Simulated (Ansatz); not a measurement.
CoSi:
```
CELL_PARAMETERS angstrom
      4.35036     0.00000     0.00000
      0.00000     4.35036     0.00000
      0.00000     0.00000     4.35036
ATOMIC_POSITIONS crystal
  Co 0.85426 0.64574 0.35426
  Co 0.64574 0.35426 0.85426
  Co 0.35426 0.85426 0.64574
  Co 0.14574 0.14574 0.14574
  Si 0.15690 0.34310 0.65690
  Si 0.34310 0.65690 0.15690
  Si 0.65690 0.15690 0.34310
  Si 0.84310 0.84310 0.84310
```

Relaxed with LDA.

Task: List the phonon frequencies at the special points (DFPT on a 2×2×2 q-mesh, Fourier-interpolated; LDA in the plane-wave PAW code Ansatz).

Result: In cm⁻¹; no LO–TO term at Γ, as the run had none.

```csv
q,frequencies
Γ,0 0 0 203 222 222 239 239 239 261 261 261 328 328 328 331 331 373 373 373 378 444 444 444
X,153 153 159 159 202 202 229 229 246 246 270 270 309 309 323 323 353 353 392 392 408 408 462 462
M,171 171 185 185 206 206 210 210 250 250 285 285 291 291 310 310 352 352 398 398 424 424 455 455
R,191 191 191 191 202 202 202 202 274 274 274 274 286 286 286 286 368 368 368 368 453 453 453 453
X1,153 153 159 159 202 202 229 229 246 246 270 270 309 309 323 323 353 353 392 392 408 408 462 462
```

Space group P2_13. The cell was relaxed with LDA under the symmetry of its start; phonons on a q-mesh show no instability. No spin polarisation was allowed. As this level gives no gap, phonon frequencies hold no LO–TO term and depend on the k-mesh and smearing (Fermi–Dirac, 0.1 eV here).

Potentials: the later of the program's two PAW sets.
